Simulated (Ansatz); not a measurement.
Geometry optimisation in Ansatz: input, command and trajectory.

```yaml
crystal:
  lattice:
    - [0.0, 3.4991951999, 3.4991951999]
    - [3.4991951999, 0.0, 3.4991951999]
    - [3.4991951999, 3.4991951999, 0.0]
  atoms:
    - { symbol: Sc, position: [0.5, 0.5, 0.5] }
    - { symbol: Sc, position: [0.75, 0.75, 0.75] }
    - { symbol: Nb, position: [0.0, 0.0, 0.0] }
    - { symbol: Nb, position: [0.25, 0.25, 0.25] }
basis:
  ecutwfc: 420
kpoints:
  mp_grid: { grid: [4, 4, 4] }
hamiltonian:
  xc: pbe
scf:
  occupations: { method: gaussian, width: 0.1 }
  lower_state_search: "off"
output:
  forces: true
  stress: true
  eigenvalues: true
relax:
  adjacent_minimum: "off"
  f_tol: 0.04
  max_steps: 70
  cell: { stress_tol: 0.4 }
```

```bash
ansatz run input.yaml --threads 1 --pin off --max-ram 2560MiB --backend cpu --events-out ev --progress --plain --runs-dir out
```

The calculation used DFT PBE, scalar-relativistic, plane waves, PAW in Ansatz 0.2.0.

Of 5 frames 5 are shown, positions in Å and forces in eV/Å; the SCF threshold varies from step to step. Steps run on the plane waves of an earlier cell, with a Pulay correction in the pressure. The basis is chosen afresh for the last frame, the zero of the energies, and at times for earlier ones too; energy and pressure step there, also at an unchanged geometry. The mark taken_back stands on steps that the optimiser undid.

```xyz
4
Lattice="0.0000 3.4992 3.4992 3.4992 0.0000 3.4992 3.4992 3.4992 0.0000" Properties=species:S:1:pos:R:3:forces:R:3 pbc="T T T" step=1 free_energy_over_end_meV_per_atom=24.83 pressure_GPa=-5.79
Sc    3.4992    3.4992    3.4992    0.0000    0.0000    0.0000
Sc    5.2488    5.2488    5.2488    0.0000    0.0000    0.0000
Nb    0.0000    0.0000    0.0000    0.0000    0.0000    0.0000
Nb    1.7496    1.7496    1.7496    0.0000    0.0000    0.0000
4
Lattice="0.0000 3.3390 3.3390 3.3390 0.0000 3.3390 3.3390 3.3390 0.0000" Properties=species:S:1:pos:R:3:forces:R:3 pbc="T T T" step=2 free_energy_over_end_meV_per_atom=40.26 pressure_GPa=9.24 taken_back
Sc    3.3390    3.3390    3.3390    0.0000    0.0000    0.0000
Sc    5.0085    5.0085    5.0085    0.0000    0.0000    0.0000
Nb    0.0000    0.0000    0.0000    0.0000    0.0000    0.0000
Nb    1.6695    1.6695    1.6695    0.0000    0.0000    0.0000
4
Lattice="0.0000 3.4339 3.4339 3.4339 0.0000 3.4339 3.4339 3.4339 0.0000" Properties=species:S:1:pos:R:3:forces:R:3 pbc="T T T" step=3 free_energy_over_end_meV_per_atom=0.07 pressure_GPa=-0.66
Sc    3.4339    3.4339    3.4339    0.0000    0.0000    0.0000
Sc    5.1509    5.1509    5.1509    0.0000    0.0000    0.0000
Nb    0.0000    0.0000    0.0000    0.0000    0.0000    0.0000
Nb    1.7170    1.7170    1.7170    0.0000    0.0000    0.0000
4
Lattice="0.0000 3.4258 3.4258 3.4258 0.0000 3.4258 3.4258 3.4258 0.0000" Properties=species:S:1:pos:R:3:forces:R:3 pbc="T T T" step=4 free_energy_over_end_meV_per_atom=-0.23 pressure_GPa=0.06
Sc    3.4258    3.4258    3.4258    0.0000    0.0000    0.0000
Sc    5.1387    5.1387    5.1387    0.0000    0.0000    0.0000
Nb    0.0000    0.0000    0.0000    0.0000    0.0000    0.0000
Nb    1.7129    1.7129    1.7129    0.0000    0.0000    0.0000
4
Lattice="0.0000 3.4258 3.4258 3.4258 0.0000 3.4258 3.4258 3.4258 0.0000" Properties=species:S:1:pos:R:3:forces:R:3 pbc="T T T" step=5 free_energy_over_end_meV_per_atom=0.00 pressure_GPa=0.06
Sc    3.4258    3.4258    3.4258    0.0000    0.0000    0.0000
Sc    5.1387    5.1387    5.1387    0.0000    0.0000    0.0000
Nb    0.0000    0.0000    0.0000    0.0000    0.0000    0.0000
Nb    1.7129    1.7129    1.7129    0.0000    0.0000    0.0000
```

The start puts this composition into another compound's structure type, which needn't suit it. At the end the space group is Fd-3m (tolerance 0.05 Å).

Time: 10 s on 1 thread of Intel(R) Xeon(R) Processor @ 2.70GHz, on a shared host, peak memory 0.39 GiB.

The k mesh is coarse.